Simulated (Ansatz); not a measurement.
ZnCo (P-6m2): electronic heat capacity from the density of states

Method: Ansatz 0.2.0, DFT r2SCAN, scalar-relativistic, plane waves, PAW.

Plane waves to 500 eV, a k mesh through Γ of 18×18×10 on the computed 2-atom cell and Gaussian smearing (0.10 eV); collinear spin from starting moments 0 2.07 μB.

Relaxed cell: P-6m2, a = 2.561 Å, b = 2.561 Å, c = 4.242 Å, α = 90.00°, β = 90.00°, γ = 120.00°, 2 atoms in the primitive cell. Whether it is the stable form of this composition wasn't checked.

The density of states at the Fermi level is 1.182 states/eV in the cell of 2 atoms (1 formula unit; both spins, tetrahedra on a 27×27×15 mesh). The run ends with a moment of 1.74 μB a cell (largest on a site 1.88 μB), and the figure is for this state; a paramagnetic sample can have a quite different one. Another magnetic order, if the compound takes it, can change N(E_F) and the shape of the cell a good deal.

**Question.** What Sommerfeld coefficient does this give?

**Answer.** Per formula unit N(E_F) = 1.182 states/eV. γ = (π²/3) k_B² N(E_F) N_A = 2.357 mJ/(mol K²) per state/eV, so γ = 2.8 mJ/(mol K²), a mole of formula units. This is the bare band result: a measured γ of the same phase and magnetic order is as a rule larger by a factor 1 + λ from phonons and spin fluctuations. N(E_F) at one energy is sensitive to the mesh where the density of states has sharp peaks.

The state reached may not be the lowest one.

Only this magnetic start was tried.

Cost: 1 run of about 8.2 core-minutes, on Arm Neoverse V1 (shared hosts).